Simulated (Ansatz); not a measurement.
TiS:
```cif
data_S2Ti2
_chemical_formula_sum 'Ti2 S2'
_space_group_name_H-M_alt 'P63/mmc'
_space_group_IT_number 194
_space_group_name_Hall '-P 6c 2c'
_cell_length_a 3.27065
_cell_length_b 3.27065
_cell_length_c 6.17302
_cell_angle_alpha 90.000
_cell_angle_beta 90.000
_cell_angle_gamma 120.000
loop_
_atom_site_label
_atom_site_type_symbol
_atom_site_symmetry_multiplicity
_atom_site_Wyckoff_symbol
_atom_site_fract_x
_atom_site_fract_y
_atom_site_fract_z
_atom_site_occupancy
Ti1 Ti 2 c 0.33333 0.66667 0.25000 1
S1 S 2 a 0.00000 0.00000 0.00000 1
```

Relaxed at zero pressure with plane-wave PAW LDA (Ansatz code).

### Question
The volume is lowered by 9 % and shape and atoms relax at that volume. What pressure results, and how do the axes share the change?

### Answer
17.6 GPa; a -3.3 %, b -3.3 %, c -2.7 %; the energy rises by 65 meV/atom.

### Question
Give the new structure.

### Answer

Space group P6₃/mmc (No. 194); a = b = 3.162 Å, c = 6.009 Å, α = β = 90.00°, γ = 120.00°

```tsv
atom	site	symmetry	x	y	z
Ti	2c	-6m2	0.3333	0.6667	0.2500
S	2a	-3m.	0.0000	0.0000	0.0000
```

The phase is kept; no other phase was compared at this pressure.

Space group P6_3/mmc (NiAs type). The workflow started from an entry of the Crystallography Open Database (COD), which files this formula under 2 space groups. Whether it is the stable phase at ambient conditions was not checked. The cell was relaxed with LDA under the symmetry of its start; of distortions, only those at the zone centre were tested. The run is not spin-polarised.

Potentials: the later of the program's two PAW sets.
